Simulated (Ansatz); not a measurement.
SnS in space group P-6m2 (No. 187; Sn on 1a, S on 1f), PBE (plane waves, PAW; program Ansatz), all energies at zero smearing, with the estimated change up to a 700 eV cutoff added, with one set of potentials and settings (totals compare only within such a set). Cell of 2 atoms (1 Sn, 1 S): -6926.832 eV.

```json
[
 {"element": "Sn", "reference phase": "Fd-3m, 2 atoms in the cell", "E (eV/atom)": "-6024.2128"},
 {"element": "S", "reference phase": "Fddd, 32 atoms in the cell", "E (eV/atom)": "-902.0599"}
]
```

Formation energy per atom, worked out: (-6926.832 − 1×(-6024.2128) − 1×(-902.0599))/2 = -0.280 eV/atom (-27 kJ per mol of atoms), at 0 K, without zero-point energy or fitted corrections.

The cell is a constructed one: a structure type filled with these elements; neither database checked (COD, Materials Project) lists it. It is not the phase usual at ambient conditions (space group No. 62). The PBE relaxation kept the symmetry of its start; its stability against distortions is not shown here. The references are the lowest solids computed at this level, not always the standard phases. Scalar-relativistic: spin–orbit coupling is off unless named, which matters more the heavier the elements.

Potentials: the later of the program's two PAW sets.
